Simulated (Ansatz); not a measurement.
Input file for Ansatz (a program for electronic structure):

Ansatz 0.2 input:
```yaml
crystal:
  lattice:
    - [0.0, 3.7369106284, 3.7369106284]
    - [3.7369106284, 0.0, 3.7369106284]
    - [3.7369106284, 3.7369106284, 0.0]
  atoms:
    - { symbol: C, position: [0.5704752304, 0.2885743087, 0.5704752304] }
    - { symbol: C, position: [0.9614256913, 0.6795247696, 0.6795247696] }
    - { symbol: C, position: [0.5704752304, 0.5704752304, 0.2885743087] }
    - { symbol: C, position: [0.6795247696, 0.9614256913, 0.6795247696] }
    - { symbol: C, position: [0.5704752304, 0.5704752304, 0.5704752304] }
    - { symbol: C, position: [0.6795247696, 0.6795247696, 0.6795247696] }
    - { symbol: C, position: [0.2885743087, 0.5704752304, 0.5704752304] }
    - { symbol: C, position: [0.6795247696, 0.6795247696, 0.9614256913] }
kpoints:
  mp_grid: { grid: [7, 7, 7] }
hamiltonian:
  xc: r2scan
  pseudopotentials: { kind: paw }
scf:
  occupations: { method: fixed }
checkpoint: { read: static.run }
output: { write_density: true, elf: true, volumetric_format: npy }
basis: { fft_grid_basis: typed }
```

Output (shortened):

```
Pseudopotential: C, paw, valence charge 4
Functional definition: r2SCAN
Crystal: 8 atoms, lattice volume = 104.368 Å³
Basis set: ecut = 500 eV, 2685 PW (Γ), exchange–correlation on 160×160×160 points (64 copies of the dense FFT grid, shifted against one another)
Bands: 24, of which v1, the nominal top of the filled ones, is band 16 counted from 1 (15 counted from 0)
Symmetry: 48 space group operations
Space group: Fd-3m (ITA 227), of the structure as read, at distance tolerance 4.7e-5 Å
k-points: 20 of 343
Stability of the state it starts from, as read at its close in the unpolarized treatment …
iter 1 solved again at ethr=3.43e-7 eV; its pass at ethr=3.10e-3 eV (dr2=1.10e-4 eV) is discarded
SCF iter   1: F=—  HF=-2002.075460 eV  |F-HF|=—  |Δ(HF+E_count)|=         —  Δρ=2.00e-6  dr2=2.39e-9  dr2_τ=4.46e-10  ethr=3.43e-7  ⟨swp⟩=3.0  Hψ=3378  notcnv=0  defer=115
preconditioner: auto → none
SCF iter   2: F=—  HF=-2002.075460 eV  |F-HF|=—  |Δ(HF+E_count)|=   2.30e-8  Δρ=1.30e-6  dr2=1.26e-9  dr2_τ=5.43e-10  ethr=7.46e-12  ⟨swp⟩=11.7  Hψ=2803  notcnv=0
SCF iter   3: F=-2002.075460 eV  HF=-2002.075460 eV  |F-HF|=2.07e-10  |Δ(HF+E_count)|=  2.89e-10  Δρ=8.04e-7  dr2=4.04e-10  dr2_τ=7.44e-11  ethr=3.94e-12  ⟨swp⟩=1.0  Hψ=1209  notcnv=0
SCF 1 converged in 3 iterations: F = -2002.075460 eV  dr2 = 4.04e-10
SCF converged after 3 iterations
Free energy (F): -2002.075460 eV
Harris-Foulkes:  -2002.075460 eV  (|F-HF|=2.07e-10)
Internal energy: -2002.075460 eV  (E = F + TS)
E sigma→0 (E₀):  -2002.075460 eV
Fermi energy:    4.468592 eV
--- Per-component energies (eV) ---
  E_band       = -210.008632
  E_kinetic    = 734.028237
  E_local      = -2110.453859  (includes V_loc(G=0)·N_el)
  E_nonlocal   = 210.058212
  E_hartree    = 751.339533
  E_xc         = -375.762832
  E_vxc        = -522.008257  (∫ρ·V_xc dr)
  E_paw        = -806.995374  (= ΣΔE_a)
  E_vpaw       = -54.359566  (= ΣTr[D̂ρ^β])
  E_aug_tail   = 0.000039  (compensation charges beyond the density's cutoff)
  E_vtau       = 30.047734  (kinetic-family band-sum trace: ∫τ·v_τ [+ j·A + Jᵃ·Aᵃ] dr)
  E_ewald      = -404.091227
  E_core_change = -0.198190  (= ΣΔE_core)
  E_smearing   =  0.000000  (= −TS)
  E_closure    =  0.000000  (closes the sum)
  Σ components = -2002.075460   (vs F -2002.075460, Δ=0.00e0)
  [band-id]    e_kinetic+e_local+e_nonlocal+2·e_hartree+e_vxc+e_vpaw+e_augmentation_tail+e_vtau = -210.008393   (vs E_band -210.008632, Δ=2.39e-4)
--- Band table (eV; the first three rows and the last of 20) ---
  k-point 0: bands = ["-19.9406", "-18.9460", "-10.9612", "-10.9612", "-10.9612", "-9.0526", "-6.8425", "-6.8425", "-6.8425", "-1.7600", "-1.7600", "-1.7600", "-1.6505", "-1.6505", "4.4686", "4.4686", "6.9529", "6.9635", "6.9635", "6.9635", "9.6445", …
  k-point 1: bands = ["-19.9074", "-18.9866", "-10.9881", "-10.9881", "-10.9489", "-9.1874", "-6.7284", "-6.7284", "-6.5446", "-2.2448", "-2.2448", "-2.0235", "-1.2114", "-1.2114", "3.9451", "3.9451", "6.9671", "6.9695", "7.5273", "7.5273", "9.7163", …
  k-point 2: bands = ["-19.8199", "-19.0908", "-11.0458", "-11.0458", "-10.9220", "-9.4235", "-6.4520", "-6.4520", "-5.8371", "-2.7518", "-2.7518", "-2.7109", "-0.8239", "-0.8239", "3.1413", "3.1413", "6.9833", "7.1425", "8.2975", "8.2975", "9.4504", …
  k-point 19: bands = ["-19.5371", "-19.4004", "-11.2689", "-11.2115", "-10.3758", "-10.0659", "-5.4821", "-5.3286", "-4.5279", "-4.3323", "-4.0628", "-3.7453", "0.1907", "0.6850", "0.8697", "1.5440", "8.0333", "8.3393", "8.6887", "9.1747", "9.9921", …
```

Cost: roughly 8 core-seconds on shared cores.

The start of the workflow was typed in or built on a structure type. Its sites differ from those of the usual phase in this space group: another stacking or structure type. The r²SCAN relaxation kept the symmetry of its start; its stability against distortions is not shown here.

Potentials: the later of the program's two PAW sets.

Ansatz is a plane-wave DFT program.
